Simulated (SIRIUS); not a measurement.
How a calculation on CeO2 (Fm-3m, 3 atoms in the cell; from Materials Project mp-20194, lattice scaled a little) responds to its settings

```xyz
3
Lattice="0.0000 2.7783 2.7783 2.7783 0.0000 2.7783 2.7783 2.7783 0.0000" Properties=species:S:1:pos:R:3 pbc="T T T"
Ce     0.0000     0.0000     0.0000
O      1.3891     1.3891     1.3891
O      4.1674     4.1674     4.1674
```

Base run A: PBE, SSSP 1.1.2 precision PBE pseudopotentials (SIRIUS 7.12.0), self-consistent single point.

Its settings: parameters.ngridk = 8 8 8; parameters.xc_functionals = [XC_GGA_X_PBE, XC_GGA_C_PBE]; parameters.gk_cutoff = 9.487 1/bohr; parameters.pw_cutoff = 30 1/bohr; parameters.smearing = gaussian; parameters.smearing_width = 0.000734986 Ha; potentials = SSSP 1.1.2 precision PBE pseudopotentials; parameters.electronic_structure_method = pseudopotential; parameters.num_bands = 16; parameters.num_mag_dims = 0; parameters.num_dft_iter = 100; parameters.energy_tol = 1e-07 Ha; parameters.density_tol = 1e-06; mixer.type = anderson; mixer.beta = 0.7; mixer.use_hartree = false.

The run has no spin polarisation, so moments on Ce cannot form. No Hubbard term acts on the open shells, so the gap and the state can differ from those of the real compound. The structure comes from a collection of computed structures, made at another level of theory; the collection holds predicted forms beside known ones. Its lattice was then scaled.

ΔF is the free energy per atom less that of run A. 

Run A gave: pressure (GPa) -7.27; gap on the mesh (eV) 1.727.

Runs:
- B: volume scaled by 0.94
- C: volume scaled by 0.96
- D: volume scaled by 0.98
- E: volume scaled by 0.99
- F: volume scaled by 1.01
- G: volume scaled by 1.02
- H: volume scaled by 1.04
- I: volume scaled by 1.06

Problem. What does run H change against A?

Solution. The free energy goes up by 35.2 meV/atom, the pressure goes from -7.27 to -12.26 GPa and the gap on the mesh goes from 1.727 to 1.620 eV.

Problem. What does run I change against A?

Solution. The free energy rises by 58.9 meV/atom, the pressure goes from -7.27 to -14.34 GPa and the gap on the mesh goes from 1.727 to 1.569 eV.

| run | ΔF (meV/atom) | pressure (GPa) | gap on the mesh (eV) |
|---|---|---|---|
| A | 0.00 | -7.27 | 1.727 |
| B | -13.6 | 2.76 | 1.902 |
| C | -15.1 | -0.98 | 1.842 |
| D | -10.4 | -4.30 | 1.784 |
| E | -5.8 | -5.83 | 1.755 |
| F | 7.1 | -8.63 | 1.700 |
| G | 15.4 | -9.91 | 1.672 |
| H | 35.2 | -12.26 | 1.620 |
| I | 58.9 | -14.34 | 1.569 |
